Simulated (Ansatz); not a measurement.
AlPd:
```cif
data_AlPd
_chemical_formula_sum 'Pd1 Al1'
_space_group_name_H-M_alt 'P 1'
_space_group_IT_number 1
_cell_length_a 3.58386
_cell_length_b 3.58386
_cell_length_c 3.58386
_cell_angle_alpha 60.000
_cell_angle_beta 60.000
_cell_angle_gamma 60.000
loop_
_space_group_symop_operation_xyz
  'x, y, z'
loop_
_atom_site_label
_atom_site_type_symbol
_atom_site_fract_x
_atom_site_fract_y
_atom_site_fract_z
_atom_site_occupancy
Pd1 Pd 0.00000 0.00000 0.00000 1
Al1 Al 0.50000 0.50000 0.50000 1
```

Relaxed with PBEsol.

### Question
Decompose the optical modes at the zone centre into irreducible representations, and say which are infrared and Raman allowed.

### Answer
Point group m-3m: Γ_opt = T1u. Infrared: T1u. Raman: none.

### Question
Assign frequencies (DFPT, DFT-PBEsol in the program Ansatz with PAW potentials).

### Answer
T1u 230 cm⁻¹.

Space group Fm-3m (rock salt). The start of the workflow was typed in or built on a structure type; neither database checked (COD, Materials Project) lists it. Its standing as an ambient phase is unchecked. The PBEsol relaxation kept the symmetry of its start. At this level the phase is mechanically unstable. No spin polarisation was allowed. As this level gives no gap, phonon frequencies hold no LO–TO term and depend on the k-mesh and smearing (Fermi–Dirac, 0.1 eV here).

Potentials: the later of the program's two PAW sets.
